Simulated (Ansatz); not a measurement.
SiO2:
```
SiO2
1.0
    2.68653     0.00000     0.00000
   -1.34326     2.32660     0.00000
    0.00000     0.00000     4.59965
Si O
1 2
Direct
  0.00000   0.00000   0.00000
  0.33333   0.66667   0.19906
  0.66667   0.33333   0.80094
```

Relaxed with PBE+D3(BJ). PBE+D3(BJ) in the plane-wave PAW code Ansatz gives a gap of 6.14 eV.

**Question.** What gap does HSE06 give on the same cell (Ansatz, PAW)?

**Answer.** 8.12 eV, 1.98 eV more. The hybrid was solved on a coarser mesh and at special points; its gap is the smallest among all of these.

```
k  v1 PBE+D3(BJ)  c1 PBE+D3(BJ)  v1 HSE06  c1 HSE06
-  -------------  -------------  --------  --------
Γ          -0.26           6.14     -0.26      8.12
A          -1.25           7.12     -1.16      9.20
K          -1.21          10.24       ___       ___
H          -0.82          10.43       ___       ___
M          -1.22           7.73       ___       ___
L          -1.22           7.84       ___       ___
```

**Question.** Top valence (v1) and lowest conduction level (c1) in eV from each method's valence maximum (which need not be a listed point): supply the withheld HSE06 values.

**Answer.** 
- H, v1 HSE06: -0.87
- H, c1 HSE06: 12.82
- M, v1 HSE06: -1.30
- M, c1 HSE06: 9.75
- K, v1 HSE06: -1.29
- K, c1 HSE06: 12.55
- L, v1 HSE06: -1.30
- L, c1 HSE06: 9.88

Cost on shared cores: the PBE+D3(BJ) run (SCF on a 12×12×6 mesh, then bands and DOS) roughly 13 core-seconds, the HSE06 run (SCF on 9×9×5, then a few points) very roughly 80 core-seconds; the tasks are unlike.

Space group P-3m1 (CdI2 type). A made-up cell: these elements were put on the sites of a structure type; neither database checked (COD, Materials Project) lists it. It is not the phase usual at ambient conditions (space group No. 92, 152, 154). Symmetry was held in the PBE+D3(BJ) relaxation; phonons on a q-mesh show no instability.

Potentials: the later of the program's two PAW sets.
